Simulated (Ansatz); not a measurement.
Mo (simple cubic, space group No. 221) at seven volumes, DFT-PBE in the program Ansatz with PAW potentials, scaled uniformly. One row is withheld.

| V (Å³/atom) | P (GPa) |
|---|---|
| 16.070 | 21.54 |
| 16.600 | ? |
| 17.130 | 6.21 |
| 17.660 | -0.01 |
| 18.189 | -5.36 |
| 18.719 | -9.94 |
| 19.249 | -13.84 |

### Question
Fit the shown pressures and predict the withheld one.

### Answer
P = (3/2)B₀(x^(7/2) − x^(5/2))[1 + (3/4)(B′ − 4)(x − 1)] with x = (V₀/V)^(2/3). Least squares on the six rows gives V₀ = 17.660 Å³/atom, B₀ = 190 GPa, B′ = 3.87. At V = 16.600, x = 1.0421 and P = 13.26 GPa. The run itself gave 13.36 GPa.

Space group Pm-3m (simple cubic). A made-up cell: these elements were put on the sites of a structure type; neither database checked (COD, Materials Project) lists it. It is not the phase usual at ambient conditions (space group No. 229). The PBE relaxation kept the symmetry of its start; its stability against distortions is not shown here. The run is not spin-polarised.

Potentials: the later of the program's two PAW sets.
